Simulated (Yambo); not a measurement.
## Optical response of SiC at +1 % biaxial strain

```xyz
4
Lattice="3.1069 0.0000 0.0000 -1.5535 2.6907 0.0000 0.0000 0.0000 5.0381" Properties=species:S:1:pos:R:3 pbc="T T T"
C      0.0000     1.7938     4.4137
C      1.5535     0.8969     1.8946
Si     0.0000     1.7938     2.5137
Si     1.5535     0.8969     5.0328
```

Yambo, RPA with local fields on PBEsol bands; 15×15×8 mesh, 31 bands, 4 Ry local-field block, 0.2 eV broadening; field along x.

| E (eV) | Im ε | Re ε | Im ε, independent particles |
|---|---|---|---|
| 0.0 | 0.00 | 6.86 | 0.00 |
| 0.6 | 0.03 | 6.91 | 0.03 |
| 1.2 | 0.06 | 7.05 | 0.07 |
| 1.9 | 0.10 | 7.29 | 0.11 |
| 2.5 | 0.16 | 7.68 | 0.17 |
| 3.1 | 0.24 | 8.29 | 0.27 |
| 3.8 | 0.41 | 9.25 | 0.46 |
| 4.4 | 0.91 | 11.0 | 1.03 |
| 5.0 | 3.14 | 13.3 | 3.55 |
| 5.6 | 8.59 | 15.9 | 10.3 |
| 6.2 | 14.9 | 10.4 | 17.3 |
| 6.9 | 16.1 | 0.01 | 17.0 |
| 7.5 | 11.1 | 1.12 | 12.5 |
| 8.1 | 10.4 | -0.71 | 11.5 |
| 8.8 | 9.45 | -2.09 | 9.99 |
| 9.4 | 7.12 | -3.30 | 7.19 |
| 10.0 | 5.75 | -3.69 | 5.59 |
| 10.6 | 3.99 | -2.98 | 3.97 |
| 11.2 | 3.52 | -2.51 | 3.53 |
| 11.9 | 2.96 | -2.27 | 2.85 |
| 12.5 | 2.64 | -2.28 | 2.37 |
| 13.1 | 2.03 | -2.01 | 1.77 |
| 13.8 | 1.84 | -1.79 | 1.57 |
| 14.4 | 1.52 | -1.61 | 1.27 |
| 15.0 | 1.26 | -1.43 | 1.03 |
| 15.6 | 1.08 | -1.24 | 0.89 |
| 16.2 | 0.88 | -1.16 | 0.72 |
| 16.9 | 0.68 | -0.98 | 0.55 |
| 17.5 | 0.60 | -0.76 | 0.50 |
| 18.1 | 0.49 | -0.63 | 0.40 |
| 18.8 | 0.47 | -0.53 | 0.38 |
| 19.4 | 0.36 | -0.41 | 0.29 |
| 20.0 | 0.30 | -0.29 | 0.25 |

Peak heights and small wiggles depend on the k mesh. Convergence of the RPA response with its 15×15×8 mesh was not tested. No excitonic effects at this level.

Geometry strained from the cell relaxed with PBEsol, atoms relaxed again.
